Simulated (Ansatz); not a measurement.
CoOs (P-6m2): the held moment from field and pressure

```
Co Os
1.0
     2.67127    0.00000    0.00000
    -1.33564    2.31339    0.00000
     0.00000    0.00000    4.11656
Co Os
1 1
Direct
  0.66667 0.33333 0.50000
  0.33333 0.66667 0.00000
```

The geometry is a structure from the Materials Project, held fixed and not relaxed.

Functional, mesh and filling: PBEsol, 14×14×8 k mesh, Fermi–Dirac smearing of 0.1 eV. PAW means Ansatz 0.2.0 on its default frozen-core files. Site moments are integrated in spheres about the atoms. Start moments (μB): Co1 2.

The free run ends with 0.78 μB per cell. Further runs hold the cell's moment M by two Fermi levels; B is half their difference over μB, positive where the field raises M. Some of them:

```csv
M (μB/cell),B (T),ΔF over the free run (meV/cell),pressure (GPa)
0.16,-290,13.6,-14.3
0.62,-359,1.8,-13.3
1.01,880,5.5,-11.9
```

Another run of the series gave B (T) = -499, ΔF over the free run (meV/cell) = 5.7, pressure (GPa) = -13.7. Which moment was held?
A. 0.90
B. 0.31
C. 0.47
D. 0.70

C. M (μB/cell) = 0.47.

Another run of the series gave B (T) = 418, ΔF over the free run (meV/cell) = 1.4, pressure (GPa) = -12.4. Which moment was held?
A. 0.90
B. 0.70
C. 0.31
D. 0.47

A. M (μB/cell) = 0.90.

The whole series:

```csv
M (μB/cell),B (T),ΔF over the free run (meV/cell),pressure (GPa)
0.16,-290,13.6,-14.3
0.31,-466,10.3,-14.1
0.47,-499,5.7,-13.7
0.62,-359,1.8,-13.3
0.70,-206,0.5,-13.1
0.90,418,1.4,-12.4
1.01,880,5.5,-11.9
```

The PAW files were made with PBE; the program remakes their cores once for the run's functional and then keeps them frozen. The Ansatz runs typed with the search for lower states off end where their start leads. Spin–orbit coupling is left out although heavy atoms are present. These are results for the start and cell typed. The real compound can order otherwise, in a larger cell, or not at all, since semilocal functionals at zero temperature often overstate magnetism.
